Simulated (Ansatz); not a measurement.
BeSe (wurtzite, P6_3mc) is relaxed with PBE in the plane-wave PAW code Ansatz. What lattice parameters of the conventional cell result?

a = 3.650 Å, c = 6.019 Å.

Give the free coordinates with the occupied sites.

In one choice of origin and axes:

```csv
atom,site,symmetry,x,y,z
Be,2b,3m.,0.6667,0.3333,0.4995
Se,2b,3m.,0.6667,0.3333,0.1255
```

Is it a metal or does it have a gap at this level?

A gap of 3.31 eV, indirect.

The start of the workflow was typed in or built on a structure type; neither database checked (COD, Materials Project) lists it. COD files the formula under space group No. 216, so this cell is another polymorph or a model. Whether it is the stable phase at ambient conditions was not checked. Symmetry was held in the PBE relaxation; its stability against distortions is not shown here. Scalar-relativistic: spin–orbit coupling is off unless named, which matters more the heavier the elements.

Potentials: the earlier of the program's two PAW sets.
